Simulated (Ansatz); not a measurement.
**Calculated Co-59 NMR of the central transition for MgZnCo₄S₈**

Cell: a computed structure from the Materials Project (it need not be an observed phase).

```cif
data_MgZnCo4S8
_symmetry_space_group_name_H-M 'R3m:H'
_symmetry_Int_Tables_number 160
_cell_length_a 6.8779
_cell_length_b 6.8779
_cell_length_c 16.8282
_cell_angle_alpha 90.000
_cell_angle_beta 90.000
_cell_angle_gamma 120.000
loop_
_atom_site_label
_atom_site_type_symbol
_atom_site_symmetry_multiplicity
_atom_site_Wyckoff_symbol
_atom_site_fract_x
_atom_site_fract_y
_atom_site_fract_z
Mg Mg 3 a 0.0000 0.0000 0.1345
Zn Zn 3 a 0.0000 0.0000 0.8853
Co3 Co 3 a 0.0000 0.0000 0.5095
Co4 Co 9 b 0.1661 0.3321 0.3434
S7 S 9 b 0.8580 0.1420 0.4204
S10 S 3 a 0.0000 0.0000 0.2782
S11 S 3 a 0.0000 0.0000 0.7438
S12 S 9 b 0.1450 0.2901 0.5986
```

One atom of each set is listed; the run and its k-mesh use a cell of 14 atoms with edges of 6.87, 6.87, 6.87 Å.

Level of theory: DFT, PBE, plane waves and PAW, scalar-relativistic, collinear spin, 420 eV cutoff, Γ-centred 5×5×5 k-points, Fermi–Dirac smearing 0.02 eV (Ansatz 0.2.0). Start moments as typed (μB): 4 on each Co, none on the rest. The program fits them to the shells of the files, so those used differ somewhat.

Co-59 has I = 7/2 and Q = 420.0 mb (Pyykkö 2018); at 21.1 T its Larmor frequency is ν₀ = 212.6 MHz. Only the quadrupole interaction is simulated: positions count from each site's isotropic chemical shift, and J coupling is left out, as are shift anisotropy and dipolar coupling, which fast spinning averages.

**Question.** What does the Co-59 spectrum (fast magic-angle spinning) show for each site?

**Answer.** 

```tsv
site	first shell	C_Q (MHz)	η	P_Q (MHz)	δ_QIS (ppm)	breadth (kHz)
Co3	6 S at 2.26–2.29 Å	-19.1	0.00	19.1	-20.5	9.36
Co4	6 S at 2.26–2.29 Å	-18.5	0.00	18.5	-19.4	8.85
```

δ_QIS = −(ν_Q²/30ν₀²)[I(I+1) − 3/4](1 + η²/3) × 10⁶ ppm with ν_Q = 3|C_Q|/[2I(2I−1)]; it falls as 1/B₀² in ppm, and the breadth as 1/B₀ in kHz.

An axis of threefold or higher order runs through Co3, so V_zz lies along it and η is zero.

With these PAW files V_zz is typically within 2 to 3 % of all-electron values, but misses above 10 % occur on Co. The start moments die out, and the run ends without spin.
